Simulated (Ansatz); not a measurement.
**Ta4O: how the energy converges with the cutoff**

Ta4O, P4/mmm, a = 3.257 Å, c = 7.409 Å. The structure is a Materials Project entry; whether it is the stable form wasn't checked. Ansatz: PBE, PAW, cutoff varied, Γ-centred 12×12×6 mesh on 5 atoms, Gaussian smearing 0.10 eV; no spin polarisation. Single points at one geometry, the cutoff alone changed; ΔE is the energy at zero smearing over the run at 850 eV (runs within 0.3 meV/atom of it are left out). The runs up to 380 eV lie under the cutoff recommended for these PAW datasets.

```tsv
cutoff (eV)	ΔE (meV/atom)
150	10680.30
200	2217.73
250	454.92
300	99.38
350	22.96
380	8.70
420	2.12
460	?
520	0.57
```

Assume ΔE falls exponentially with the cutoff, fit y = ln ΔE against x, the cutoff in eV, to the other rows, and predict the missing value.

y = 9.276, 7.704, 6.120, 4.599, 3.134, 2.163, 0.751, -0.562. Means x = 321.2, y = 4.1481; Σ(Δx)² = 103088, ΣΔxΔy = -2877; the slope is their ratio. y = 13.11 − 0.02791 x, a factor of ten per 83 eV. At 460 eV this gives ΔE = 1.31 meV/atom. The run gave 0.79, a ratio of 1.66. Between neighbouring rows the decay runs from a factor of ten per 65 eV to one per 423 eV, so one exponential is only a rough guide. The fast fall gives way to a slow tail.